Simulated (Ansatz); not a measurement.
SiC (F-43m): elasticity against pressure

```xyz
2
Lattice="0.0000 2.1782 2.1782 2.1782 0.0000 2.1782 2.1782 2.1782 0.0000" Properties=species:S:1:pos:R:3 pbc="T T T"
Si    0.0000    0.0000    0.0000
C     3.2673    3.2673    3.2673
```

This is the zero-pressure cell. At each pressure cell and atoms are relaxed in this structure, and the constants are slopes of the stress at strains of ±0.005 with relaxed ions (the coefficients that govern stability under load). Level: r²SCAN, PAW on Ansatz 0.2.0's default frozen-core files (fitted under PBE), scalar-relativistic; k mesh 8×8×8, strains of ±0.005, fixed occupations, cutoff 500 eV. P is the pressure of the relaxed cell, less that of this one.

```tsv
P (GPa)	V/V₀	C11 (GPa)	C12 (GPa)	C44 (GPa)
0.00	1.0000	413.5	134.2	261.1
1.00	0.9957	417.6	137.9	263.1
2.01	0.9914	421.6	141.7	265.1
4.04	0.9830	429.8	149.4	269.1
7.01	?	?	?	?
10.00	0.9601	452.7	171.4	279.6
15.02	0.9427	471.2	189.5	287.6
```

Problem. Does the bulk modulus from the constants agree with the pressure-volume curve?

Solution. A third-order Birch-Murnaghan fit to the volumes shown (F against f, f = [(V₀/V)^(2/3) − 1]/2) gives B₀ = 227.2 GPa and B′ = 3.9. Its −V dP/dV stands beside (C11 + 2C12)/3:

| P (GPa) | from P(V) | from the constants |
| --- | --- | --- |
| 0.00 | 227.2 | 227.3 |
| 1.00 | 231.1 | 231.1 |
| 2.01 | 235.0 | 235.0 |
| 4.04 | 242.7 | 242.8 |
| 10.00 | 265.2 | 265.1 |
| 15.02 | 283.8 | 283.4 |

Problem. What are the pressure derivatives at zero pressure?

Solution. Slopes at V₀ of quadratic fits in −ln(V/V₀) through the first four rows shown, divided by B₀: dC11/dP = 4.1, dC12/dP = 3.8, dC44/dP = 2.1. The mean slopes up to 2.0 GPa are 4.0, 3.8, 2.0; curvature and scatter of the constants part the two. The combination (dC11/dP + 2 dC12/dP)/3 = 3.9 stands against B′.

Problem. Fill the row at 7.01 GPa.

Solution. Cubic fits in −ln(V/V₀) through all rows shown give C11 = 441.3, C12 = 160.4, C44 = 274.5 GPa. Computed: V/V₀ = 0.9713, C11 (GPa) = 441.3, C12 (GPa) = 160.4, C44 (GPa) = 274.5.

Problem. Does a shear stiffness soften?

Solution. C44 goes from 261.1 to 287.6 GPa; (C11 − C12)/2 goes from 139.7 to 140.8 GPa. Neither ends more than 3 % under its start, and the lattice stays mechanically stable over this range.

Limits of these numbers: no other phase was computed; many crystals of this kind change structure within this range, and rows or crossings beyond such a change describe a metastable lattice; frozen-core PAW files fitted under PBE, their cores solved anew for the functional of the run; constants at zero field, no piezoelectric stiffening; phonons weren't checked at these pressures.
